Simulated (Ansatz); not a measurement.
SiNi2 in space group Pnma (No. 62; Si on 4c, Ni on 4c, Ni on 4c) under volume change, PBEsol (plane waves, PAW; program Ansatz), shape and atoms relaxed at each volume.

```json
[
 {"V (Å³/atom)": "9.664", "E − E(relaxed) (meV/atom)": "69.4", "P (GPa)": "25.57"},
 {"V (Å³/atom)": "9.982", "E − E(relaxed) (meV/atom)": "28.9", "P (GPa)": "15.48"},
 {"V (Å³/atom)": "10.301", "E − E(relaxed) (meV/atom)": "6.8", "P (GPa)": "7.02"},
 {"V (Å³/atom)": "10.620", "E − E(relaxed) (meV/atom)": "0.0", "P (GPa)": "0.00"},
 {"V (Å³/atom)": "10.938", "E − E(relaxed) (meV/atom)": "___", "P (GPa)": "___"},
 {"V (Å³/atom)": "11.257", "E − E(relaxed) (meV/atom)": "___", "P (GPa)": "___"},
 {"V (Å³/atom)": "11.575", "E − E(relaxed) (meV/atom)": "48.2", "P (GPa)": "-14.79"}
]
```

### Question
Complete the blanks.

### Answer

- 10.938, E − E(relaxed) (meV/atom): 6.0
- 10.938, P (GPa): -5.85
- 11.257, E − E(relaxed) (meV/atom): 22.6
- 11.257, P (GPa): -10.75

### Question
What does a third-order Birch–Murnaghan fit give for V₀, B₀ and B′?

### Answer
V₀ = 10.62 Å³/atom, B₀ = 214 GPa, B′ = 5.1.

The PBEsol relaxation kept the symmetry of its start; of distortions, only those at the zone centre were tested. The run is not spin-polarised.

Potentials: the earlier of the program's two PAW sets.
